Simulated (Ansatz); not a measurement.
GaN (CsCl type, Pm-3m) at seven volumes, PBEsol (plane waves, PAW; program Ansatz), scaled uniformly. One row is withheld.

| V (Å³/atom) | P (GPa) |
|---|---|
| 8.977 | ? |
| 9.273 | 12.31 |
| 9.569 | 5.70 |
| 9.865 | 0.01 |
| 10.161 | -4.66 |
| 10.457 | -8.55 |
| 10.753 | -11.92 |

Problem. Fit the shown pressures and predict the withheld one.

Solution. P = (3/2)B₀(x^(7/2) − x^(5/2))[1 + (3/4)(B′ − 4)(x − 1)] with x = (V₀/V)^(2/3). Least squares on the six rows gives V₀ = 9.868 Å³/atom, B₀ = 170 GPa, B′ = 4.83. At V = 8.977, x = 1.0651 and P = 20.23 GPa. The run itself gave 19.92 GPa.

A made-up cell: these elements were put on the sites of a structure type; neither database checked (COD, Materials Project) lists it. It is not the phase usual at ambient conditions (space group No. 186, 216). Symmetry was held in the PBEsol relaxation. At this level the phase is dynamically unstable (imaginary phonons).

Potentials: the later of the program's two PAW sets.
